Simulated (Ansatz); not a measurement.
A relaxation computed with Ansatz, from input to last step.

```yaml
crystal:
  lattice:
    - [4.1484759388, 0.0, 0.0]
    - [-2.0742379694, 3.59268555, 0.0]
    - [0.0, 0.0, 6.4543546967]
  atoms:
    - { symbol: Sn, position: [0.0, 0.0, 0.0] }
    - { symbol: Sn, position: [0.3333333333, 0.6666666667, 0.645] }
    - { symbol: Sn, position: [0.6666666667, 0.3333333333, 0.355] }
    - { symbol: F, position: [0.3333333333, 0.6666666667, 0.245] }
    - { symbol: F, position: [0.6666666667, 0.3333333333, 0.755] }
basis:
  ecutwfc: 420
kpoints:
  mp_grid: { grid: [6, 6, 4] }
hamiltonian:
  xc: pbe
scf:
  occupations: { method: gaussian, width: 0.1 }
  lower_state_search: "off"
output:
  forces: true
  stress: true
  eigenvalues: true
relax:
  adjacent_minimum: "off"
  f_tol: 0.04
  max_steps: 70
  cell: { stress_tol: 0.4 }
```

```bash
ansatz run input.yaml --threads 1 --pin off --max-ram 2560MiB --backend cpu --events-out ev --progress --plain --runs-dir out
```

Theory: DFT PBE, scalar-relativistic, plane waves, PAW in Ansatz 0.2.0.

Of 24 frames 10 are shown, positions in Å and forces in eV/Å; the SCF threshold varies from step to step. Steps run on the plane waves of an earlier cell, with a Pulay correction in the pressure. The basis is chosen afresh for the last frame, the zero of the energies, and at times for earlier ones too; energy and pressure step there, also at an unchanged geometry. Here that happened at steps 21 (-31 meV/atom, 1.8 GPa), 24 (-3 meV/atom, 0.1 GPa); the frames before carry an error of that size. The mark taken_back stands on steps that the optimiser undid.

```xyz
5
Lattice="4.1485 0.0000 0.0000 -2.0742 3.5927 0.0000 0.0000 0.0000 6.4544" Properties=species:S:1:pos:R:3:forces:R:3 pbc="T T T" step=1 free_energy_over_end_meV_per_atom=497.01 pressure_GPa=10.18
Sn    0.0000    0.0000    0.0000    0.0000    0.0000    0.0000
Sn    0.0000    2.3951    4.1631    0.0000    0.0000    1.1844
Sn    2.0742    1.1976    2.2913    0.0000    0.0000   -1.1844
F     0.0000    2.3951    1.5813    0.0000    0.0000   -0.8789
F     2.0742    1.1976    4.8730    0.0000    0.0000    0.8789
5
Lattice="4.1643 0.0000 0.0000 -2.0821 3.6064 0.0000 0.0000 0.0000 7.2415" Properties=species:S:1:pos:R:3:forces:R:3 pbc="T T T" step=4 free_energy_over_end_meV_per_atom=343.39 pressure_GPa=0.41
Sn    0.0000    0.0000    0.0000    0.0000    0.0000    0.0000
Sn    0.0000    2.4042    4.9193    0.0000    0.0000   -0.0868
Sn    2.0821    1.2021    2.3222    0.0000    0.0000    0.0868
F     0.0000    2.4042    1.5939    0.0000    0.0000    0.0830
F     2.0821    1.2021    5.6476    0.0000    0.0000   -0.0830
5
Lattice="4.1863 0.0000 0.0000 -2.0931 3.6254 0.0000 0.0000 0.0000 7.2210" Properties=species:S:1:pos:R:3:forces:R:3 pbc="T T T" step=6 free_energy_over_end_meV_per_atom=341.66 pressure_GPa=0.02
Sn    0.0000    0.0000    0.0000    0.0000    0.0000    0.0000
Sn    0.0000    2.4169    4.8990    0.0000    0.0000    0.0236
Sn    2.0931    1.2085    2.3220    0.0000    0.0000   -0.0236
F     0.0000    2.4169    1.6409    0.0000    0.0000    0.0591
F     2.0931    1.2085    5.5800    0.0000    0.0000   -0.0591
5
Lattice="4.2090 0.0000 0.0000 -2.1045 3.6451 0.0000 0.0000 0.0000 7.4670" Properties=species:S:1:pos:R:3:forces:R:3 pbc="T T T" step=9 free_energy_over_end_meV_per_atom=286.53 pressure_GPa=-0.13
Sn    0.0000    0.0000    0.0000    0.0000    0.0000    0.0000
Sn    0.0000    2.4301    5.3030    0.0000    0.0000    0.4141
Sn    2.1045    1.2150    2.1640    0.0000    0.0000   -0.4141
F     0.0000    2.4301    2.2523    0.0000    0.0000    0.4202
F     2.1045    1.2150    5.2147    0.0000    0.0000   -0.4202
5
Lattice="4.2231 0.0000 0.0000 -2.1116 3.6573 0.0000 0.0000 0.0000 7.4261" Properties=species:S:1:pos:R:3:forces:R:3 pbc="T T T" step=11 free_energy_over_end_meV_per_atom=189.71 pressure_GPa=-1.92
Sn    0.0000    0.0000    0.0000    0.0000    0.0000    0.0000
Sn    0.0000    2.4382    5.4607    0.0000    0.0000   -0.3126
Sn    2.1116    1.2191    1.9654    0.0000    0.0000    0.3126
F     0.0000    2.4382    2.6885    0.0000    0.0000    0.3852
F     2.1116    1.2191    4.7377    0.0000    0.0000   -0.3852
5
Lattice="4.1666 0.0000 0.0000 -2.0833 3.6084 0.0000 0.0000 0.0000 7.3019" Properties=species:S:1:pos:R:3:forces:R:3 pbc="T T T" step=14 free_energy_over_end_meV_per_atom=127.72 pressure_GPa=-0.66
Sn    0.0000    0.0000    0.0000    0.0000    0.0000    0.0000
Sn    0.0000    2.4056    5.3574    0.0000    0.0000   -0.1608
Sn    2.0833    1.2028    1.9445    0.0000    0.0000    0.1608
F     0.0000    2.4056    3.0393    0.0000    0.0000    0.0506
F     2.0833    1.2028    4.2626    0.0000    0.0000   -0.0506
5
Lattice="4.3490 0.0000 0.0000 -2.1745 3.7664 0.0000 0.0000 0.0000 6.6665" Properties=species:S:1:pos:R:3:forces:R:3 pbc="T T T" step=16 free_energy_over_end_meV_per_atom=87.91 pressure_GPa=1.29
Sn    0.0000    0.0000    0.0000    0.0000    0.0000    0.0000
Sn    0.0000    2.5109    4.9708    0.0000    0.0000    0.3436
Sn    2.1745    1.2555    1.6957    0.0000    0.0000   -0.3436
F     0.0000    2.5109    2.8145    0.0000    0.0000    0.0252
F     2.1745    1.2555    3.8519    0.0000    0.0000   -0.0252
5
Lattice="4.6563 0.0000 0.0000 -2.3281 4.0325 0.0000 0.0000 0.0000 5.9024" Properties=species:S:1:pos:R:3:forces:R:3 pbc="T T T" step=19 free_energy_over_end_meV_per_atom=47.79 pressure_GPa=0.86 taken_back
Sn    0.0000    0.0000    0.0000    0.0000    0.0000    0.0000
Sn    0.0000    2.6883    4.5516    0.0000    0.0000    0.4434
Sn    2.3281    1.3441    1.3508    0.0000    0.0000   -0.4434
F     0.0000    2.6883    2.5133    0.0000    0.0000   -0.4090
F     2.3281    1.3441    3.3891    0.0000    0.0000    0.4090
5
Lattice="4.6251 0.0000 0.0000 -2.3125 4.0054 0.0000 0.0000 0.0000 6.0083" Properties=species:S:1:pos:R:3:forces:R:3 pbc="T T T" step=21 free_energy_over_end_meV_per_atom=12.56 pressure_GPa=1.82
Sn    0.0000    0.0000    0.0000    0.0000    0.0000    0.0000
Sn    0.0000    2.6703    4.6281    0.0000    0.0000   -0.0132
Sn    2.3125    1.3351    1.3803    0.0000    0.0000    0.0132
F     0.0000    2.6703    2.5431    0.0000    0.0000    0.0146
F     2.3125    1.3351    3.4652    0.0000    0.0000   -0.0146
5
Lattice="4.7896 0.0000 0.0000 -2.3948 4.1479 0.0000 0.0000 0.0000 5.8404" Properties=species:S:1:pos:R:3:forces:R:3 pbc="T T T" step=24 free_energy_over_end_meV_per_atom=0.00 pressure_GPa=0.19
Sn    0.0000    0.0000    0.0000    0.0000    0.0000    0.0000
Sn    0.0000    2.7653    4.5327    0.0000    0.0000    0.0158
Sn    2.3948    1.3826    1.3076    0.0000    0.0000   -0.0158
F     0.0000    2.7653    2.4613    0.0000    0.0000   -0.0137
F     2.3948    1.3826    3.3791    0.0000    0.0000    0.0137
```

The start puts this composition into another compound's structure type, which needn't suit it. At the end the space group is P-3m1 (tolerance 0.05 Å).

The run took 89 s on 1 thread of AMD EPYC 7B13 (Zen 3) (shared host), peak memory 0.46 GiB.

The k mesh is coarse.